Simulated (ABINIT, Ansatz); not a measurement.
This is a calculation of WF for ABINIT 10.8.3 (patched build). Atoms were shifted at random by some hundredths of an Å from the given cell, which wasn't relaxed again for these runs. The cell comes from a database or a generator and needn't be the stable form of this composition.

The input run.abi:

```
# Pseudopotentials
pp_dirpath "./"
pseudos "W.GGA_PBE-JTH.xml, F.GGA_PBE-JTH.xml"

# Structure
acell 3*1.0
rprim
     2.5811580164     1.4902380219     9.5801555614
    -2.5811580164     1.4902380219     9.5801555614
     0.0000000000    -2.9804571465     9.5801555614
ntypat 2
znucl 74 9
natom 2
typat 1 2
xred
     0.8067540000     0.8235860000     0.8036720000
     0.9302470000     0.9598050000     0.9183760000
chkprim 0
chksymtnons 0
tolsym 1.0e-6

# Plane-wave basis
ecut 625.861884 eV
pawecutdg 45.0
pawxcdev 0
pawovlp 30

# k points
kptopt 1
ngkpt 11 11 11
nshiftk 1
shiftk 0.0 0.0 0.0

# Exchange and correlation
ixc 11

# Bands and occupations
nband 15
occopt 3
tsmear 0.05 eV

# SCF cycle
nstep 100
tolvrs 1.0e-9

# Output
iomode 3
prtwf 0
prteig 0
prtebands 0
prtden 1
prtvha 1
prtvclmb 1
prtpot 1
```

Potentials or basis: JTH PAW PBE v2.0.

The run is started by

```sh
$ abinit run.abi > log 2>&1
```

Q: Translate it to Ansatz 0.2.0. Potentials or basis there: Ansatz PAW (earlier soft set), cutoff 420 eV.

A: As run (cutoffs and basis follow the program's own potentials, and thresholds, step limits or extra output files can differ):

File input.yaml:

```yaml
crystal:
  lattice:
    - [1.36589, 0.7886, 5.0696]
    - [-1.36589, 0.7886, 5.0696]
    - [0.0, -1.57719, 5.0696]
  atoms:
    - { symbol: W, position: [0.806754, 0.823586, 0.803672] }
    - { symbol: F, position: [0.930247, 0.959805, 0.918376] }
hamiltonian:
  xc: pbe
  pseudopotentials: { kind: paw, azcp: { folder: soft_1 } }
kpoints:
  mp_grid: { grid: [11, 11, 11] }
scf:
  occupations: { method: fermi_dirac, width: 0.05 }
output:
  forces: true
  stress: true
  eigenvalues: true
```

Potentials or basis: Ansatz PAW soft_1.

The run is started by

```bash
$ ansatz run input.yaml --threads 1 --pin off --max-ram 3584MiB --backend cpu --events-out ev --progress --plain --runs-dir out
```

Both were run:

|  | ABINIT | Ansatz |
| --- | --- | --- |
| Pressure | -1.5 GPa | -1.8 GPa |
| Energy over the undisturbed cell | 2.5 meV/atom | 5.2 meV/atom |

Ansatz's pressure holds a Pulay term of +0.24 GPa for its cutoff of 420 eV, which the other run lacks.

Where Ansatz's input types no cutoff or centring, it takes its own default and a Γ-centred mesh.

The two runs disagree by more than potentials and bases usually give (in gap, levels, pressure or energy); the cause wasn't traced.

Pressure is positive in compression.
